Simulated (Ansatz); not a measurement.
B in space group I4_132 (No. 214; B on 8a) at seven volumes, PBE in the plane-wave PAW code Ansatz, scaled uniformly. One row is withheld.

| V (Å³/atom) | P (GPa) |
|---|---|
| 11.455 | 11.85 |
| 11.833 | 7.37 |
| 12.210 | ? |
| 12.588 | 0.00 |
| 12.966 | -3.02 |
| 13.343 | -5.67 |
| 13.721 | -8.00 |

**Question.** Fit the shown pressures and predict the withheld one.

**Answer.** P = (3/2)B₀(x^(7/2) − x^(5/2))[1 + (3/4)(B′ − 4)(x − 1)] with x = (V₀/V)^(2/3). Least squares on the six rows gives V₀ = 12.588 Å³/atom, B₀ = 107 GPa, B′ = 3.35. At V = 12.210, x = 1.0205 and P = 3.43 GPa. The run itself gave 3.44 GPa.

The start of the workflow was typed in or built on a structure type; neither database checked (COD, Materials Project) lists it. It is not the phase usual at ambient conditions (space group No. 166). The PBE relaxation kept the symmetry of its start; whether a distortion lowers the energy is not shown.

Potentials: the earlier of the program's two PAW sets.
